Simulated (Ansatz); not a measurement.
# Run times of several calculations on WS2 with iodine replacing S

WS2 with iodine replacing S, cell charge +1. Cell: 54 atoms, space group P3m1, a = 9.540 Å, b = 9.540 Å, c = 12.500 Å, α = 90.00°, β = 90.00°, γ = 120.00°.

All runs are DFT with Ansatz 0.2.0 on 4 threads of Arm Neoverse V2 (aarch64; 8 cores open to the job, memory cap 8.0 GiB, no GPU), a shared host.

**Question.** Rank the runs by wall time, shortest first.
A. single point, PBE, 420 eV, 3×3×2 k-points, smearing 0.01 eV
B. relaxation of the ions, PBE, 420 eV, 3×3×2 k-points, smearing 0.01 eV
C. single point at relaxed positions, r2SCAN, 500 eV, 3×3×2 k-points, smearing 0.01 eV

**Answer.** A (96 s, 5.5 GiB), C (2.9 min, 5.7 GiB), B (5.3 min, 6.3 GiB).
